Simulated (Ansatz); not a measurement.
LiInP₂Se₆:
```cif
data_In2Li2P4Se12
_chemical_formula_sum 'Li2 In2 P4 Se12'
_space_group_name_H-M_alt 'P 1'
_space_group_IT_number 1
_cell_length_a 6.36894
_cell_length_b 6.36894
_cell_length_c 13.25409
_cell_angle_alpha 90.000
_cell_angle_beta 90.000
_cell_angle_gamma 120.000
loop_
_space_group_symop_operation_xyz
  'x, y, z'
loop_
_atom_site_label
_atom_site_type_symbol
_atom_site_fract_x
_atom_site_fract_y
_atom_site_fract_z
_atom_site_occupancy
Li1 Li 0.00000 0.00000 0.25000 1
Li2 Li 0.00000 0.00000 0.75000 1
In1 In 0.33333 0.66667 0.75000 1
In2 In 0.66667 0.33333 0.25000 1
P1 P 0.66667 0.33333 0.66522 1
P2 P 0.33333 0.66667 0.33478 1
P3 P 0.66667 0.33333 0.83478 1
P4 P 0.33333 0.66667 0.16522 1
Se1 Se 0.67139 0.67792 0.11897 1
Se2 Se 0.32861 0.32208 0.88103 1
Se3 Se 0.32208 0.99347 0.11897 1
Se4 Se 0.67792 0.00653 0.88103 1
Se5 Se 0.00653 0.32861 0.11897 1
Se6 Se 0.99347 0.67139 0.88103 1
Se7 Se 0.32208 0.32861 0.38103 1
Se8 Se 0.67792 0.67139 0.61897 1
Se9 Se 0.00653 0.67792 0.38103 1
Se10 Se 0.99347 0.32208 0.61897 1
Se11 Se 0.67139 0.99347 0.38103 1
Se12 Se 0.32861 0.00653 0.61897 1
```

Relaxed with PBE+D3(BJ).

Q: Which orbitals make up the states near the band edges in PBE+D3(BJ) in the plane-wave PAW code Ansatz?

A: Top 1 eV of the valence band: Se 4p 93 %. Bottom 1 eV of the conduction band: Se 4p 47 %, In 5s 30 %, P 3p 7 %, P 3s 5 %, outside the projected shells 6 %. Projections are on Löwdin-orthogonalised atomic valence shells; empty p or d shells of many metals are not among them.

Q: Tabulate the density of states.

A: States/eV per cell of 20 atoms, in 0.25 eV bins, energy from the valence-band maximum.

| E (eV) | total | Se 4p | P 3p | In 5p |
|---|---|---|---|---|
| -7.88 | 5.27 | 1.39 | 0.13 | 0.13 |
| -7.63 | 0.00 | 0.00 | 0.00 | 0.00 |
| -7.38 | 0.00 | 0.00 | 0.00 | 0.00 |
| -7.13 | 0.00 | 0.00 | 0.00 | 0.00 |
| -6.88 | 0.00 | 0.00 | 0.00 | 0.00 |
| -6.63 | 0.00 | 0.00 | 0.00 | 0.00 |
| -6.38 | 0.17 | 0.07 | 0.05 | 0.00 |
| -6.13 | 7.00 | 2.83 | 2.27 | 0.01 |
| -5.88 | 8.61 | 3.86 | 2.16 | 0.05 |
| -5.63 | 0.22 | 0.10 | 0.04 | 0.00 |
| -5.38 | 5.35 | 2.76 | 1.90 | 0.17 |
| -5.13 | 18.15 | 8.96 | 6.57 | 0.54 |
| -4.88 | 19.09 | 9.30 | 6.86 | 0.48 |
| -4.63 | 6.64 | 3.30 | 2.35 | 0.18 |
| -4.38 | 3.16 | 1.89 | 0.90 | 0.17 |
| -4.13 | 9.84 | 5.87 | 2.86 | 0.31 |
| -3.88 | 7.88 | 4.57 | 1.81 | 0.21 |
| -3.63 | 9.89 | 5.49 | 2.16 | 0.22 |
| -3.38 | 0.00 | 0.00 | 0.00 | 0.00 |
| -3.13 | 0.00 | 0.00 | 0.00 | 0.00 |
| -2.88 | 8.51 | 6.69 | 0.32 | 0.98 |
| -2.63 | 17.06 | 13.70 | 0.95 | 1.24 |
| -2.38 | 19.49 | 15.77 | 1.12 | 1.09 |
| -2.13 | 18.43 | 14.99 | 0.83 | 1.24 |
| -1.88 | 13.59 | 11.35 | 0.63 | 0.73 |
| -1.63 | 11.75 | 10.08 | 0.50 | 0.38 |
| -1.38 | 13.22 | 11.68 | 0.43 | 0.34 |
| -1.13 | 13.77 | 12.28 | 0.48 | 0.26 |
| -0.88 | 18.63 | 16.87 | 0.63 | 0.26 |
| -0.63 | 18.13 | 16.82 | 0.37 | 0.19 |
| -0.38 | 15.95 | 15.05 | 0.23 | 0.08 |
| -0.13 | 7.47 | 7.19 | 0.07 | 0.03 |
| 0.12 | 0.00 | 0.00 | 0.00 | 0.00 |
| 0.37 | 0.00 | 0.00 | 0.00 | 0.00 |
| 0.62 | 0.00 | 0.00 | 0.00 | 0.00 |
| 0.87 | 0.00 | 0.00 | 0.00 | 0.00 |
| 1.12 | 0.03 | 0.01 | 0.00 | 0.00 |
| 1.37 | 0.58 | 0.25 | 0.03 | 0.01 |
| 1.62 | 4.83 | 2.17 | 0.37 | 0.06 |
| 1.87 | 8.77 | 4.17 | 0.60 | 0.08 |
| 2.12 | 6.48 | 3.41 | 0.58 | 0.18 |
| 2.37 | 14.79 | 8.16 | 1.27 | 0.38 |
| 2.62 | 6.90 | 3.64 | 0.96 | 0.10 |
| 2.87 | 11.16 | 4.36 | 3.63 | 0.66 |
| 3.12 | 16.31 | 5.46 | 6.40 | 1.11 |
| 3.37 | 10.85 | 3.57 | 4.34 | 0.62 |
| 3.62 | 12.46 | 5.14 | 4.18 | 0.45 |
| 3.87 | 4.57 | 1.74 | 1.57 | 0.07 |
| 4.12 | 7.02 | 2.17 | 2.60 | 0.12 |
| 4.37 | 9.62 | 3.15 | 3.60 | 0.57 |
| 4.62 | 10.33 | 3.48 | 3.69 | 0.29 |
| 4.87 | 4.39 | 1.32 | 1.33 | 0.55 |
| 5.12 | 10.54 | 1.79 | 0.55 | 4.52 |
| 5.37 | 13.60 | 2.39 | 0.52 | 5.84 |
| 5.62 | 8.05 | 1.41 | 0.34 | 3.25 |
| 5.87 | 10.67 | 1.57 | 0.72 | 2.90 |

Space group P-31c. The start of the workflow was typed in or built on a structure type; neither database checked (COD, Materials Project) lists it. Its standing as an ambient phase is unchecked. Symmetry was held in the PBE+D3(BJ) relaxation; whether a distortion lowers the energy is not shown. The volume moved by -20 % from the start of the relaxation. Spin–orbit coupling is left out wherever it is not named.

Potentials: the later of the program's two PAW sets.
